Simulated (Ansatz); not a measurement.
Data:

BN:
```xyz
12
Lattice="2.5495 0.0000 0.0000 -1.2747 2.2079 0.0000 0.0000 0.0000 12.5435" Properties=species:S:1:pos:R:3 pbc="T T T"
B      0.0000     0.0000     0.0008
B      0.0000     0.0000     6.2726
B      1.2747     0.7360    10.4446
B      0.0000     1.4719     4.1729
B      1.2747     0.7360     2.0893
B      0.0000     1.4719     8.3610
N      0.0000     0.0000    10.9680
N      0.0000     0.0000     4.6963
N      1.2747     0.7360     8.8817
N      0.0000     1.4719     2.6100
N      1.2747     0.7360     0.5259
N      0.0000     1.4719     6.7976
```

This is the r²SCAN-relaxed structure. x, y and z are the axes in which the lattice vectors are written.

### Question
All from r²SCAN (plane waves, PAW; program Ansatz), unless another level is named. Give the Poisson's ratio.

### Answer
0.12.

### Question
What about the piezoelectric stress constants (proper, relaxed ions, C/m²)?

### Answer
e15 = e24 = -0.50, e31 = e32 = -0.52, e33 = 1.15.

### Question
Give the highest zone-centre frequency (without LO–TO term).

### Answer
159.4 meV.

### Question
Give the vibrational entropy at 300 K.

### Answer
3.3 J/(K·mol of atoms).

Space group P6_3mc. The cell is a constructed one: a structure type filled with these elements. Its sites differ from those of the usual phase in this space group: another stacking or structure type. The cell was relaxed with r²SCAN under the symmetry of its start; whether a distortion lowers the energy is not shown. Signs of piezoelectric constants follow the polarity of the cell as given.

Potentials: the later of the program's two PAW sets.
